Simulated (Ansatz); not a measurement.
An element in the fcc structure gives these cold pressures by all-electron LAPW under LDA (Ansatz 0.2.0, scalar-relativistic, no spin polarisation).

| V (Å³/atom) | P (GPa) |
| --- | --- |
| 22.46 | 0.00 |
| 20.22 | 7.13 |
| 17.97 | 18.09 |
| 15.72 | 35.3 |
| 13.48 | 62.7 |
| 11.23 | 105.5 |
| 8.99 | 184.2 |

Which element is it?

Sc. Its zero-pressure volume in this structure is near 22.5 Å³/atom; the volume and the steepness of P(V) together point to it, though neighbours can come close. This is the case that was computed; others weren't tested.
